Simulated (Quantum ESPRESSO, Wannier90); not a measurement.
# Wannier functions of AlGaP2 (P-4m2)

Materials Project entry mp-1228888; symmetrised, unrelaxed at this level. Not found in the COD (Crystallography Open Database) copy used; not checked further. Method: PBEsol plane waves in Quantum ESPRESSO 7.5 (PseudoDojo norm-conserving files, 64 Ry, no spin polarisation, no spin-orbit coupling), Bloch states on a 8×8×6 mesh through Γ, Wannier90 4.0.1. Density: 8×8×6 mesh, cold smearing 0.01 Ry.

```
begin unit_cell_cart
ang
    3.8654900000    0.0000000000    0.0000000000
    0.0000000000    3.8654900000    0.0000000000
    0.0000000000    0.0000000000    5.4556100000
end unit_cell_cart
mp_grid = 8 8 6
```

Neighbour vectors b of the finite-difference formula (Å⁻¹), by shell:

```json
[
 {"shell": "1", "b_x": "0.00000", "b_y": "0.00000", "b_z": "0.19195"},
 {"shell": "1", "b_x": "0.00000", "b_y": "0.00000", "b_z": "-0.19195"},
 {"shell": "2", "b_x": "0.00000", "b_y": "0.20318", "b_z": "0.00000"},
 {"shell": "2", "b_x": "0.20318", "b_y": "0.00000", "b_z": "0.00000"},
 {"shell": "2", "b_x": "0.00000", "b_y": "-0.20318", "b_z": "0.00000"},
 {"shell": "2", "b_x": "-0.20318", "b_y": "0.00000", "b_z": "0.00000"}
]
```

Task: Find the weights w_b from the completeness condition Σ_b w_b b_α b_β = δ_αβ.

Result: Shell 1: Σ b_x² = 0.000, Σ b_y² = 0.000, Σ b_z² = 0.074 Å⁻²
Shell 2: Σ b_x² = 0.083, Σ b_y² = 0.083, Σ b_z² = 0.000 Å⁻²
Each of the three diagonal sums, weighted, has to give 1 and the off-diagonal ones 0, which holds for w_1 = 13.6 Å², w_2 = 12.1 Å². Check on xx: 13.57×0.000 + 12.11×0.083 = 1.01.

On this mesh the 8 functions of bands 6-13 (valence bands; start: s functions at the bond centres, conv_tol = 1.0e-6) end with spreads 1.8770, 1.8770, 1.8770, 1.8770, 2.0630, 2.0630, 2.0630, 2.0630 Å², Ω_I = 14.5642 Å² and Ω_D = 0.0052 Å².

Ω_total is the sum of the spreads, 15.760 Å². Ω_OD = Ω_total − Ω_I − Ω_D = 1.191 Å². Only (Ω_D + Ω_OD)/Ω_total = 7.6 % depends on the gauge, and another start could lower the total by that share at most. The rms radius is √(Ω_total/8) = 1.40 Å.
